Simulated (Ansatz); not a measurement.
This Na4Cl structure is the end of a relaxation. The cell was found from a structure generator's guess, not taken from experiment.

Level of theory: DFT PBE, scalar-relativistic, plane waves, PAW (Ansatz). Cutoff 420 eV, Γ-centred mesh, Gaussian smearing, no spin polarisation.

```
Na Cl
1.0
     5.62781    0.00000    0.00000
     0.00000    5.62781    0.00000
     0.00000    0.00000    5.62781
Na Cl
4 1
Direct
  0.50000 0.50000 0.50000
  0.50000 0.00000 0.00000
  0.00000 0.50000 0.00000
  0.00000 0.00000 0.50000
  0.00000 0.00000 0.00000
```

Energies over the elements count from the elements' standard structures at the same level (Cl₂ as a molecule), with no fitted energy shifts.

Task: Find its symmetry and describe it.

Result: Pm-3m (No. 221). Conventional cell: a = 5.628 Å. Na on a site of symmetry m-3m is surrounded by 12 Na at 3.98 Å; Na on a site of symmetry 4/mmm is surrounded by 2 Cl at 2.81 Å and 12 Na at 3.98 Å; around Cl lie 6 Na at 2.81 Å.

Task: How far does it lie from the elements in energy?

Result: −0.59 eV/atom. It lies below the elements, which doesn't yet make it stable against other compounds or structures.

Task: Is it a metal?

Result: Yes, bands cross the Fermi level on the 8×8×8 mesh.

The last run used an 8×8×8 mesh for its 5-atom cell and Gaussian smearing of 0.10 eV. A structure relaxed within its symmetry needn't be a true minimum.
